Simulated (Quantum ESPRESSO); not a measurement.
Simulation results for NbAl3CuRu3 (simulated cell)

Computed with Quantum ESPRESSO 7.5. Calculation on a made-up metal alloy cell, not a measurement: no spin or spin-orbit, unrelaxed, 2900 K smearing, stress positive in tension, cell energy less fitted offsets; periodic Kohn-Sham density functional theory in plane waves with PseudoDojo standard norm-conserving scalar-relativistic pseudopotentials, each functional with its own files (v0.5 for PBE, v0.4.1 for LDA and PBEsol), eight atoms on drawn sites of a strained close-packed or body-centred lattice, each displaced and held fixed; the energy is the cell's free energy, ions and the entropy term -TS included, at the stated Fermi-Dirac width, less a fixed offset for each atom's element (shifted free energy); compositions with an open d shell lost a parallel starting moment in a cheaper test run, and other magnetic orders were not tried; an error bar is the largest change of its kind in a tighter rerun, never given below 0.002 eV, 0.02 GPa or 0.003 eV/angstrom, and covers cutoff and k-mesh only, not smearing or the files.

Common to all runs: lattice type face-centred cubic; functional pbe; cutoff 1252 eV; fermi dirac smearing 0.25 eV; electrons removed 0; run command mpirun -np 4 pw.x -nk 4 -in in; run processor Intel Xeon, 2023 or later, virtual cores; k mesh 6 x 6 x 4 shifted half a step off Gamma on each axis.

Notes on all entries: the copper pseudopotential is less sure than most, with forces differing by about three percent and pressure by about two GPa from a second method on plain copper; a spin test at this wide smearing found no moment, but such smearing suppresses magnetism that the real alloy may have; lattice, volume and sites are drawn at random and may be unstable or far from any real phase; energies are for the whole cell, less offsets fitted to these runs, so they are not formation energies; error bars: energy 0.0026 eV, stress 0.02 GPa, force 0.003 eV/Å, from a tighter rerun of a related cell, whose elements or sites may differ.

(1) NbAl3CuRu3 (simulated cell)

```
CELL_PARAMETERS angstrom
2.02490 3.98160 2.02300
2.03070 -3.97130 1.99670
1.93600 -0.02120 -5.93780
ATOMIC_POSITIONS crystal
Cu 0.00442 0.00998 0.00774
Al 0.12934 0.62573 0.25089
Nb 0.25384 0.25394 0.50141
Al 0.37522 0.88398 0.74181
Ru 0.50674 0.50269 0.00469
Ru 0.63038 0.12937 0.25322
Al 0.74991 0.75124 0.50153
Ru 0.88164 0.37346 0.75015
```

- entropy term negative ts: -1.547 eV
- pressure: -11.11 GPa
- stress xx: 11.67 GPa
- stress yy: 10.93 GPa
- stress zz: 10.74 GPa
- stress yz: 0.18 GPa
- stress xz: 1.24 GPa
- stress xy: -0.62 GPa
- shifted free energy: -1.441 eV

Atoms:
| atoms element | atom site | atom energy offset (eV) |
| --- | --- | --- |
| Cu | 1 | -5159.25 |
| Al | 2 | -63.26 |
| Nb | 3 | -1694.67 |
| Al | 4 | -63.26 |
| Ru | 5 | -2750.51 |
| Ru | 6 | -2750.51 |
| Al | 7 | -63.26 |
| Ru | 8 | -2750.51 |

Forces:
| site | x (eV/Å) | y (eV/Å) | z (eV/Å) |
| --- | --- | --- | --- |
| 1 | -0.313 | 0.119 | 0.237 |
| 2 | -0.929 | -0.15 | 1.049 |
| 3 | 0.364 | -0.121 | -0.394 |
| 4 | 0.965 | 0.286 | -1.293 |
| 5 | 0.279 | -0.086 | -0.222 |
| 6 | -0.354 | -0.025 | 0.351 |
| 7 | 0.056 | 0.076 | 0.11 |
| 8 | -0.068 | -0.099 | 0.162 |

Notes: 18 SCF iterations, 229 s of wall time on a shared machine.

(2) NbAl3CuRu3 (simulated cell)

```
CELL_PARAMETERS angstrom
2.02490 3.98160 2.02300
2.03070 -3.97130 1.99670
1.93600 -0.02120 -5.93780
ATOMIC_POSITIONS crystal
Al 0.00442 0.00998 0.00774
Cu 0.12934 0.62573 0.25089
Ru 0.25384 0.25394 0.50141
Nb 0.37522 0.88398 0.74181
Al 0.50674 0.50269 0.00469
Ru 0.63038 0.12937 0.25322
Ru 0.74991 0.75124 0.50153
Al 0.88164 0.37346 0.75015
```

- entropy term negative ts: -1.339 eV
- pressure: -12.23 GPa
- stress xx: 12.52 GPa
- stress yy: 11.65 GPa
- stress zz: 12.53 GPa
- stress yz: 0.35 GPa
- stress xz: -2.73 GPa
- stress xy: 0.0289 GPa
- shifted free energy: -2.046 eV

Atoms:
| atoms element | atom site | atom energy offset (eV) |
| --- | --- | --- |
| Al | 1 | -63.26 |
| Cu | 2 | -5159.25 |
| Ru | 3 | -2750.51 |
| Nb | 4 | -1694.67 |
| Al | 5 | -63.26 |
| Ru | 6 | -2750.51 |
| Ru | 7 | -2750.51 |
| Al | 8 | -63.26 |

Forces:
| site | x (eV/Å) | y (eV/Å) | z (eV/Å) |
| --- | --- | --- | --- |
| 1 | 0.486 | 0.155 | -0.592 |
| 2 | -0.291 | -0.098 | 0.337 |
| 3 | 0.522 | 0.046 | -0.499 |
| 4 | -0.338 | 0.209 | -0.064 |
| 5 | 0.701 | -0.177 | -0.505 |
| 6 | -0.819 | -0.034 | 0.732 |
| 7 | 0.493 | 0.052 | -0.509 |
| 8 | -0.754 | -0.152 | 1.1 |

Notes: 16 SCF iterations, 217 s of wall time on a shared machine.
